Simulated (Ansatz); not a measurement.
# H₅BrO₂ — 81Br NMR of the central transition

Cell: a Materials Project structure (computed, not necessarily an observed phase).

Space group P2_1/c (No. 14); a = 4.1419, b = 12.3597, c = 6.9578 Å, β = 100.81°.

| site | Wyckoff | site symmetry | x | y | z |
| --- | --- | --- | --- | --- | --- |
| H1 | 4e | 1 | 0.2443 | 0.6025 | 0.9014 |
| H5 | 4e | 1 | 0.2343 | 0.4845 | 0.8066 |
| H9 | 4e | 1 | 0.3918 | 0.6442 | 0.4219 |
| H13 | 4e | 1 | 0.4406 | 0.9051 | 0.1648 |
| H17 | 4e | 1 | 0.7024 | 0.8115 | 0.0766 |
| Br | 4e | 1 | 0.0286 | 0.8289 | 0.6565 |
| O25 | 4e | 1 | 0.3338 | 0.5568 | 0.8084 |
| O29 | 4e | 1 | 0.5599 | 0.6243 | 0.5387 |

One atom of each set is listed.

Computed with Ansatz: DFT, PBE, plane waves and PAW, scalar-relativistic, 420 eV cutoff, Γ-centred 6×2×4 k-points, Fermi–Dirac smearing 0.02 eV.

81Br has I = 3/2 and Q = 257.9 mb (Pyykkö 2018); at 16.4 T its Larmor frequency is ν₀ = 189.2 MHz. Only the quadrupole interaction is simulated: positions count from each site's isotropic chemical shift, and shift anisotropy, dipolar and J coupling are left out.

Question: Simulate the second-order pattern (static powder, Gaussian broadening 70 kHz) of site Br (4 H at 2.18–2.29 Å; also 4 O at 3.17–3.26 Å).

Answer: The calculation gives C_Q = 32.7 MHz and η = 0.55, so ν_Q = 16.4 MHz and the centre of gravity lies at -824 ppm (-156 kHz).

(offset (kHz), height): (-793.5, 1), (-740.2, 16), (-686.8, 38), (-633.5, 44), (-580.1, 46), (-526.8, 49), (-473.4, 52), (-420.1, 57), (-366.7, 62), (-313.4, 71), (-260.0, 87), (-206.7, 100), (-153.3, 87), (-100.0, 78), (-46.6, 75), (6.7, 73), (60.1, 69), (113.4, 84), (166.8, 94), (220.1, 59), (273.5, 44), (326.8, 36), (380.2, 15), (433.5, 1)

The largest force is 0.4 eV/Å, so the atoms aren't at the calculated equilibrium and relaxing them would move these values.

Hardware: 1 thread of Arm Neoverse V1 (aarch64; 8 cores open to the job, memory cap 2.5 GiB, no GPU), a shared host with a load of 0.4 a core. Wall time 76 s, CPU time 76 s, peak memory 0.88 GiB.
